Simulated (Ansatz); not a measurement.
# InPd: electron density at the nuclei under pressure

```
CELL_PARAMETERS angstrom
3.27188 0.00000 0.00000
0.00000 3.27188 0.00000
0.00000 0.00000 3.27188
ATOMIC_POSITIONS crystal
In 0.00000 0.00000 0.00000
Pd 0.50000 0.50000 0.50000
```

Atoms are numbered in the order listed.

The cell is the one relaxed in the Materials Project (mp-21215), not relaxed further here; entries there can be hypothetical.

Spin polarisation is left out, and whether a magnetic state lies lower isn't shown here.

Spin–orbit coupling is left out, though it moves levels of the heavy atoms by tenths of an eV or more.

The calculation used Ansatz 0.2.0, DFT, LDA, all-electron PAW with datasets made for the crystal, scalar-relativistic.

Sampling and basis: a Γ-centred 13×13×13 k mesh, Fermi–Dirac smearing of 0.03 eV, cutoff 260 eV (chosen by the program for this cell), no spin polarisation.

The contact density is the mean electron density over the nuclear volume; its changes follow the s electrons' response to bonding and compression. Changes below are taken from the unscaled cell, where it is 1.12837e+06 e/Å³ at In1, 862073 e/Å³ at Pd2.

| V/V(cell) | P (GPa) | Δρ(0) In1 (e/Å³) | Δρ(0) Pd2 (e/Å³) |
| --- | --- | --- | --- |
| 0.9405 | 1.3 | ? | ? |
| 1.0000 | -6.9 | 0.00 | 0.00 |
| 1.0600 | -12.0 | 9.86 | ? |

Task: Give the missing entry: row "0.9405", column "Δρ(0) Pd2 (e/Å³)".

Result: 4.22.

Task: Fill in "Δρ(0) In1 (e/Å³)" for the row "0.9405".

Result: -5.14.

Task: Fill in "Δρ(0) Pd2 (e/Å³)" for the row "1.0600".

Result: -4.03.

The datasets are made afresh for each cell, so very small changes are uncertain.
